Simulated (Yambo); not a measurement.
G0W0@LDA for CsHF₂ (space group I4/mcm, No. 140) in Yambo. Reference settings: 2×2×2 Γ-centred k mesh, 207 bands and a 7 Ry block in the screening, 207 bands in G with the Bruneval-Gonze terminator, plasmon pole fitted at 27.2 eV. The LDA gap Γ → Γ on this mesh is 6.30 eV; G0W0 gaps are taken between the same points.

Gap (Γ → Γ) in eV against the number of bands and the screening block, terminator on:

```tsv
bands (W and G)	2 Ry	3 Ry	4 Ry	6 Ry	7 Ry
50	11.656	11.471	11.170	10.955	10.929
78	11.133	10.965	10.683	10.488	10.469
114	10.899	10.737	10.477	10.305	10.292
161	10.806	10.640	10.388	10.231	10.222
207	10.774	10.604	10.352	10.208	10.202
```

Rough cost of the Yambo step against the reference (shared machines):

```
bands (W and G)  2 Ry  3 Ry  4 Ry  6 Ry  7 Ry
---------------  ----  ----  ----  ----  ----
50                1/5   1/5   1/5   1/4   1/4
78                1/3   1/3   1/3   1/3   1/3
114               1/2   1/2   1/2    ~1    ~1
161                ~1    ~1    ~1    ~1    ~1
207                ~1    ~1    ~1    ~1     1
```

At the largest block the last step in bands moves the gap by -0.020 eV; at the most bands the last step in the block moves it by -0.006 eV.

Geometry of the Materials Project entry, not relaxed at this level; primitive cell a = b = c = 5.8142 Å, α = β = 116.57°, γ = 96.04°.

The structure is a Materials Project entry; no match was found in the copy of COD used, and its stability was not checked.
